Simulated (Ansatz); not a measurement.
Relaxed-ion elastic tensor of V₃Si in space group Fm-3m (No. 225; Si on 4a, V on 4b, V on 8c) in GPa (Voigt order), PBEsol in the plane-wave PAW code Ansatz; density 5.97 g/cm³, 12.58 Å³ per atom.

|  | 1 | 2 | 3 | 4 | 5 | 6 |
|---|---|---|---|---|---|---|
| 1 | 218 | 206 | 206 | 0.0 | 0.0 | 0.0 |
| 2 | 206 | 218 | 206 | 0.0 | 0.0 | 0.0 |
| 3 | 206 | 206 | 218 | 0.0 | 0.0 | 0.0 |
| 4 | 0.0 | 0.0 | 0.0 | 87.8 | 0.0 | 0.0 |
| 5 | 0.0 | 0.0 | 0.0 | 0.0 | 87.8 | 0.0 |
| 6 | 0.0 | 0.0 | 0.0 | 0.0 | 0.0 | 87.8 |

### Question
Is the crystal mechanically stable?

### Answer
Yes: the smallest eigenvalue of C is 11.6 GPa.

### Question
Work out the Voigt and Reuss bounds. Is their mean of use?

### Answer
K_V = 210, K_R = 210; G_V = 55.0, G_R = 13.2 GPa. The bounds lie so far apart that a Hill average or a Debye temperature from it would say little.

A made-up cell: these elements were put on the sites of a structure type; neither database checked (COD, Materials Project) lists it. COD files the formula under space group No. 223. Whether it is the stable phase at ambient conditions was not checked. The PBEsol relaxation kept the symmetry of its start; whether a distortion lowers the energy is not shown. Magnetic state: ferromagnetic, the only order run, not a proven ground state. As this level gives no gap, shear constants depend on the k-mesh and smearing (Fermi–Dirac, 0.1 eV here).

Potentials: the earlier of the program's two PAW sets. The files were generated under PBE; for other functionals the program regenerates the frozen cores, and for LDA and PBEsol the local potential too.
